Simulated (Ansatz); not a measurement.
SiB12C2:
```cif
data_C6B36Si3
_chemical_formula_sum 'B36 C6 Si3'
_space_group_name_H-M_alt 'R-3m :H'
_space_group_IT_number 166
_space_group_name_Hall '-R 3 2"'
_cell_length_a 5.64096
_cell_length_b 5.64096
_cell_length_c 12.61929
_cell_angle_alpha 90.000
_cell_angle_beta 90.000
_cell_angle_gamma 120.000
loop_
_atom_site_label
_atom_site_type_symbol
_atom_site_symmetry_multiplicity
_atom_site_Wyckoff_symbol
_atom_site_fract_x
_atom_site_fract_y
_atom_site_fract_z
_atom_site_occupancy
B1 B 18 h 0.16890 0.33779 0.02167 1
B2 B 18 h 0.21394 0.10697 0.11329 1
C1 C 6 c 0.00000 0.00000 0.36520 1
Si1 Si 3 b 0.00000 0.00000 0.50000 1
```
(The calculation used a cell of 15 atoms; values per cell refer to that cell.)

Relaxed with r²SCAN.

Task: Tabulate the valence density and the electron localisation function along the shortest B–Si contact (2.44 Å), DFT-r²SCAN in the program Ansatz with PAW potentials.

Result: 

```tsv
distance from B (Å)	density (e/Å³)	ELF
0.24	0.54	0.02
0.37	0.66	0.14
0.49	0.71	0.37
0.61	0.68	0.56
0.73	0.62	0.64
0.85	0.56	0.66
0.97	0.52	0.64
1.10	0.50	0.64
1.22	0.50	0.67
1.34	0.52	0.73
1.46	0.55	0.78
1.58	0.56	0.80
1.70	0.53	0.77
1.83	0.45	0.67
1.95	0.35	0.54
2.07	0.25	0.47
2.19	0.18	0.52
```

The density is the valence pseudo-density with augmentation charge, so density and ELF within about 1 Å of a nucleus are not all-electron values.

The start of the workflow was typed in or built on a structure type; neither database checked (COD, Materials Project) lists it. Whether it is the stable phase at ambient conditions was not checked. Symmetry was held in the r²SCAN relaxation; its stability against distortions is not shown here.

Potentials: the earlier of the program's two PAW sets.
